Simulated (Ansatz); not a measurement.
**Contact densities of Nb against volume**

```
Nb
1.0
     0.00000    2.11500    2.11500
     2.11500    0.00000    2.11500
     2.11500    2.11500    0.00000
Nb
1
Direct
  0.00000 0.00000 0.00000
```

The geometry is COD entry 1534903, unchecked; take it as a test cell.

Computed with DFT, LDA, all-electron PAW with datasets made for the crystal, scalar-relativistic in Ansatz 0.2.0.

Sampling and basis: a Γ-centred 13×13×13 k mesh, Fermi–Dirac smearing of 0.03 eV, cutoff 240 eV (chosen by the program for this cell), no spin polarisation.

The contact density is the mean electron density over the nuclear volume; its changes follow the s electrons' response to bonding and compression. Changes below are taken from the unscaled cell, where it is 538640 e/Å³ at Nb.

Volumes at which the program chose other datasets or cutoffs are left out.

The datasets are made afresh for each cell, so very small changes are uncertain.

Does compression raise or lower the contact density at Nb?

It raises it, by 3.93 e/Å³ over the whole range.

Tabulate the changes with volume.


```
V/V(cell)  P (GPa)  Δρ(0) Nb (e/Å³)
   0.9600     -3.8             1.66
   0.9800     -7.2             0.83
   0.9900     -8.8             0.41
   1.0000    -10.3             0.00
   1.0100    -11.7            -0.40
   1.0200    -13.1            -0.80
   1.0400    -15.6            -1.53
   1.0600    -17.8            -2.27
```
